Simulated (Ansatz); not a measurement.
A: Mg3Sb2 (A-La2O3 type, space group P-3m1), a = b = 4.567 Å, c = 7.247 Å, α = β = 90.00°, γ = 120.00°
B: BaTiO$_{3}$ (tetragonal-perovskite type, space group P4mm), a = b = 3.9722 Å, c = 4.1130 Å, α = β = γ = 90.00°
C: WSi$_{2}$ (MoSi2 type, space group I4/mmm), a = 3.2115 Å, b = 3.2115 Å, c = 7.8041 Å, α = 90.00°, β = 90.00°, γ = 90.00°
D: Os (hcp, Mg type), a = 2.738 Å, b = 2.738 Å, c = 4.316 Å, α = 90.00°, β = 90.00°, γ = 120.00°

Scan: energy over volume and axial ratio (atoms clamped). All come from one method, each on a k mesh of its own. All were relaxed with their symmetry unable to fall. BaTiO3 is run without spin polarisation. Os is run without spin polarisation. Spin-orbit coupling is left out. WSi2 is run without spin polarisation.

**Question.** Put the candidates in order of modulus against c/a change at fixed volume, (3/4V)·∂²E/∂(ln c/a)² (fitted), lowest first, for r2SCAN (plane waves to 500 eV, PAW, scalar-relativistic; Ansatz, a first-principles code).

**Answer.** A (39 GPa), B (98 GPa), C (224 GPa), D (318 GPa)

(A scan under strain: stresses follow from slopes of the energy per volume, elastic moduli from its curvatures.)
